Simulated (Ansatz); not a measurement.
Si in space group Fd-3m (No. 227; Si on 8a, Si on 32e, Si on 96g), r²SCAN (plane waves, PAW; program Ansatz). The conduction-band minimum lies on the Γ–X line, 95 % of the way from Γ, with 6 equivalent valleys. Second derivatives d²E/dk² of the lowest band at one valley (eV·Å²), along Cartesian directions:

| direction | d²E/dk² |
|---|---|
| [100] | 35.41 |
| [010] | 24.23 |
| [001] | 24.23 |
| [110] | 29.71 |
| [101] | 29.71 |
| [011] | 23.96 |

Find the principal effective masses, the density-of-states mass and the conductivity mass.

Off-diagonal terms follow from H_xy = H[110] − (H_xx + H_yy)/2, and m*/mₑ = 7.620 eV·Å² over each eigenvalue: 0.22, 0.31, 0.32. One valley's DOS mass (m₁m₂m₃)^(1/3) = 0.28, conductivity mass 3/(Σ 1/mᵢ) = 0.27 mₑ.

What effective density of states Nc follows at 300 K for parabolic valleys?

Nc = 2.509e19 × 6 × (0.28)^(3/2) ≈ 2.2e19 cm⁻³.

The first step of the workflow began from a Materials Project structure, measured or hypothetical. Its sites differ from those of the usual phase in this space group: another stacking or structure type. The cell was relaxed with r²SCAN under the symmetry of its start; whether a distortion lowers the energy is not shown.

Potentials: the earlier of the program's two PAW sets.

Edges and masses are those of Kohn–Sham bands, whose gap is no quasiparticle gap.
